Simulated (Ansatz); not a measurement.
Polymorphs of PbSe, each relaxed with r²SCAN (plane waves, PAW; program Ansatz):

A: CsCl type (Pm-3m), a = b = c = 3.7680 Å, α = β = γ = 90.00°

B: zinc blende (F-43m), a = b = c = 6.8459 Å, α = β = γ = 90.00°

C: P-6m2, a = 4.189 Å, b = 4.189 Å, c = 3.921 Å, α = 90.00°, β = 90.00°, γ = 120.00°

D: rock salt (Fm-3m), a = 6.178 Å, b = 6.178 Å, c = 6.178 Å, α = 90.00°, β = 90.00°, γ = 90.00°

### Question
Rank these by energy per atom at 0 K (lowest first), as r²SCAN gives it.

### Answer
D (+0 meV/atom), C (+131 meV/atom), B (+246 meV/atom), A (+263 meV/atom)

### Question
Give each one's gap.

### Answer
A no gap; B 0.79 eV; C no gap; D 0.66 eV.

Constructed cells (a structure type filled with these elements, in neither database checked): B; C. Not the usual ambient phase: A; B; C. Unstable at this level: B. All cells were relaxed under the symmetry of their starts (and spin orders); stability against distortions was not tested throughout. Scalar-relativistic: spin–orbit coupling is off unless named, which matters more the heavier the elements.

Energies hold the estimated change up to a 700 eV cutoff; steps of a few meV lie near the error of the meshes.

Potentials: the later of the program's two PAW sets.
